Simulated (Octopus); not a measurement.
# AlRu (Pm-3m, No. 221): Octopus summary

AlRu (Pm-3m, No. 221):
```xyz
2
Lattice="2.9825 0.0000 0.0000 0.0000 2.9825 0.0000 0.0000 0.0000 2.9825" Properties=species:S:1:pos:R:3 pbc="T T T"
Al     0.0000     0.0000     0.0000
Ru     1.4912     1.4912     1.4912
```
The cell is a database entry, not relaxed again.

Method: LDA in Octopus 16.4; grid spacing about 0.16 Å, Γ-centred 10×10×10 k-mesh, Fermi-Dirac smearing of 0.1 eV, no spin polarisation; PseudoDojo 0.4 LDA potentials.

Q: What band gap does LDA give on the standard high-symmetry path?

A: none: the cell holds an odd number of electrons, so a band is partly filled.
